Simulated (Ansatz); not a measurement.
A relaxed cell of Ga2BAs3 is given with its symmetry left out. The cell was found from a structure generator's guess, not taken from experiment.

Level of theory: DFT PBE, scalar-relativistic, plane waves, PAW in Ansatz. Cutoff 420 eV, Γ-centred mesh, Gaussian smearing, no spin polarisation.

```xyz
6
Lattice="-1.9036 1.9036 8.3329 1.9036 -1.9036 8.3329 1.9036 1.9036 -8.3329" Properties=species:S:1:pos:R:3 pbc="T T T"
Ga    0.0000    0.0000   10.9933
Ga    0.0000    0.0000    5.6726
B     0.0000    0.0000    0.0000
As    0.0000    1.9036    1.1321
As    1.9036    0.0000    4.1665
As    0.0000    1.9036    7.2008
```

The zero of energy is the elements' standard structures at the same level; no fitted shifts are applied.

Problem. Find its symmetry and describe it.

Solution. I-4m2 (No. 119), with Ga and B ordered on zinc blende sites. Conventional cell: a = 3.807 Å, c = 16.666 Å. Ga has 4 As at 2.43–2.44 Å; B has 4 As at 2.21 Å; around As on a site of symmetry 2mm lie 2 B at 2.21 Å and 2 Ga at 2.44 Å; As on a site of symmetry -4m2 has 4 Ga at 2.43 Å.

Problem. What is its formation energy per atom?

Solution. −0.078 eV/atom. Whether it is stable depends on the other phases of the system, which aren't compared here.

Problem. Is it a metal?

Solution. No, the gap on the 14×14×14 mesh is 0.46 eV.

The last run used a 14×14×14 mesh for its 6-atom cell and Gaussian smearing of 0.02 eV. Kohn–Sham gaps at this level usually fall short of measured ones. The reference form of As is held partly by dispersion forces, which this level lacks. A structure relaxed within its symmetry needn't be a true minimum.
